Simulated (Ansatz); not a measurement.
Values for one crystal, relaxed and computed with r²SCAN in the plane-wave PAW code Ansatz; other levels are named.

```yaml
volume_per_atom: 17.54 Å³
electronic_character: metallic (no gap)
Formation energy from the elements (no fitted shifts): -0.63 eV/atom
Density of states at the Fermi level: 0.18 states/eV per atom (mean over ±0.08 eV)
```

Q: Pick the material that matches.
(A) TaOs3, Cu3Au type
(B) ZrOs, CsCl type
(C) BaSr4, R-3m (Ba on 3a, Sr on 6c, Sr on 6c)
(D) YPb2, Cmcm (Y on 4c, Pb on 4c, Pb on 4c)

A: B, ZrOs, CsCl type

Space group Pm-3m (CsCl type). The first step of the workflow began from a Materials Project structure, measured or hypothetical; the Crystallography Open Database files this formula in space group No. 221, but the cells were not matched. Whether it is the stable phase at ambient conditions was not checked. The r²SCAN relaxation kept the symmetry of its start; its stability against distortions is not shown here. No spin polarisation was allowed. The references are the lowest solids computed at this level, not always the standard phases. Scalar-relativistic: spin–orbit coupling is off unless named, which matters more the heavier the elements.

Potentials: the later of the program's two PAW sets.
